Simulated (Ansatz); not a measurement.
AlBRu:
```
AlBRu
1.0
    1.61658    -6.73162     0.00000
    1.61658     6.73162     0.00000
    0.00000     0.00000     3.05808
Al B Ru
2 2 2
Direct
  0.69728   0.30272   0.25000
  0.30272   0.69728   0.75000
  0.47003   0.52997   0.75000
  0.52997   0.47003   0.25000
  0.09400   0.90600   0.75000
  0.90600   0.09400   0.25000
```

Relaxed with r²SCAN.

Question: Map the electron localisation function on the plane through (0.697, 0.303, 0.250) spanned by u = [0, 0, 1] and v = [1, -1, 0] in lattice vectors, from r²SCAN in the plane-wave PAW code Ansatz.

Answer: x is the fraction of u, y of v (the angle between them is 90°; rows are the nearest grid lines); atoms in the plane: Al at (0.00, 0.00), Al at (0.50, 0.61), B at (0.50, 0.77), B at (0.00, 0.83), Ru at (0.50, 0.40), Ru at (0.00, 0.21).
```
|00002555555520000|
|22345554445554322|
|77765433233456777|
|56776532223567765|
|00389986568998300|
|66899830003899866|
|34567741014776543|
|12245678887654221|
|44555421012455544|
|55552000000025555|
|44543100000134544|
|44567788888776544|
|44444333233344444|
|33235888788853233|
|32236874247863223|
|22223678887632222|
|22222222222222222|
|88874222222247888|
|46886322322368864|
|88875323332357888|
|23344444444444332|
|88877654345677888|
|33455544344555433|
|00002555555520000|
```
Scale: ten equal steps from 0.001 (start of '0') to 0.795 (end of '9'), in the order '0123456789'; x runs from 0.000 to 1.00, y from 0.000 (bottom) to 1.00 (top).

The density is the valence pseudo-density with augmentation charge, so density and ELF within about 1 Å of a nucleus are not all-electron values.

Space group Cmcm. The start of the workflow was typed in or built on a structure type; neither database checked (COD, Materials Project) lists it. Whether it is the stable phase at ambient conditions was not checked. The cell was relaxed with r²SCAN under the symmetry of its start; its stability against distortions is not shown here. The run is not spin-polarised.

Potentials: the later of the program's two PAW sets.
